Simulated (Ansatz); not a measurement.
# Density of states of Sn

```yaml
crystal:
  lattice:
    - [0.00000, 3.24560, 3.24560]
    - [3.24560, 0.00000, 3.24560]
    - [3.24560, 3.24560, 0.00000]
  atoms:
    - { symbol: Sn, position: [0.50000, 0.50000, 0.50000] }
    - { symbol: Sn, position: [0.75000, 0.75000, 0.75000] }
```

The cell is COD entry 9008568, as deposited and not checked against the literature; nothing was relaxed.

Spin–orbit coupling is left out, though it moves levels of the heavy atoms by tenths of an eV or more.

The calculation used DFT, LDA, all-electron LAPW, scalar-relativistic in Ansatz 0.2.0.

Sampling and basis: a Γ-centred 9×9×9 k mesh, Fermi–Dirac smearing of 0.03 eV, basis error target 0.25 meV/atom, no spin polarisation.

States per eV and cell, averaged over 0.4 eV, from -10.6 to 1.6 eV, with energies (bin centres) from the Fermi level; empty bins are left out. 

| E (eV) | total |
| --- | --- |
| -10.5 | 0.10 |
| -10.1 | 0.37 |
| -9.7 | 0.56 |
| -9.3 | 0.77 |
| -8.9 | 1.16 |
| -8.5 | 1.00 |
| -8.1 | 0.77 |
| -7.7 | 0.27 |
| -7.3 | 0.09 |
| -6.9 | 0.66 |
| -6.5 | 0.91 |
| -6.1 | 1.08 |
| -5.7 | 0.62 |
| -5.3 | 0.43 |
| -4.9 | 0.33 |
| -4.5 | 0.25 |
| -4.1 | 0.18 |
| -3.7 | 0.15 |
| -3.3 | 0.75 |
| -2.9 | 1.44 |
| -2.5 | 1.62 |
| -2.1 | 1.86 |
| -1.7 | 1.65 |
| -1.3 | 1.50 |
| -0.9 | 0.92 |
| -0.5 | 0.40 |
| -0.1 | 0.15 |
| 0.3 | 0.08 |
| 0.7 | 0.34 |
| 1.1 | 1.15 |
| 1.5 | 2.16 |
